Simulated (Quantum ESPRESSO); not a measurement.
# GaP (F-43m) under strain

```xyz
2
Lattice="0.0000 2.7258 2.7258 2.7258 0.0000 2.7258 2.7258 2.7258 0.0000" Properties=species:S:1:pos:R:3 pbc="T T T"
Ga     0.0000     0.0000     0.0000
P      1.3629     1.3629     1.3629
```
Geometry: a computed entry of the Materials Project; it was not checked against measured cells. It is GaP in F-43m. Stability against distortions was not tested.

Isotropic strain: all lattice vectors are scaled together, so the volume changes by about three times as much; fractional positions kept.

Method: shieldings by GIPAW with PBE in a modified build of Quantum ESPRESSO, on JTH PAW datasets, 20 Ha, k-mesh 8×8×8 shifted, f-sum rule met within 0.004 %. Values are those of the named site's first atom. These are absolute shieldings with no macroscopic susceptibility term; δ = σ_ref − σ needs a reference computed alike. By our sweeps, such settings leave a few ppm in absolute σ on light atoms and up to some 20 ppm from Zn on. The datasets of P hold no d projectors, which limits absolute σ on these atoms. Static lattice: thermal averaging is not included.

Unchanged cell: σ_iso Ga (ppm) = 1361.2, σ_iso P (ppm) = 371.8.

How do these values move along the path (lattice scale factor: 0.98, 0.99, 1.01, 1.02)?


```json
[
 {"lattice scale factor": "0.98", "σ_iso Ga (ppm)": "1338.5", "σ_iso P (ppm)": "425.7"},
 {"lattice scale factor": "0.99", "σ_iso Ga (ppm)": "1350.0", "σ_iso P (ppm)": "399.1"},
 {"lattice scale factor": "1", "σ_iso Ga (ppm)": "1361.2", "σ_iso P (ppm)": "371.8"},
 {"lattice scale factor": "1.01", "σ_iso Ga (ppm)": "1372.0", "σ_iso P (ppm)": "343.9"},
 {"lattice scale factor": "1.02", "σ_iso Ga (ppm)": "1382.6", "σ_iso P (ppm)": "315.6"}
]
```
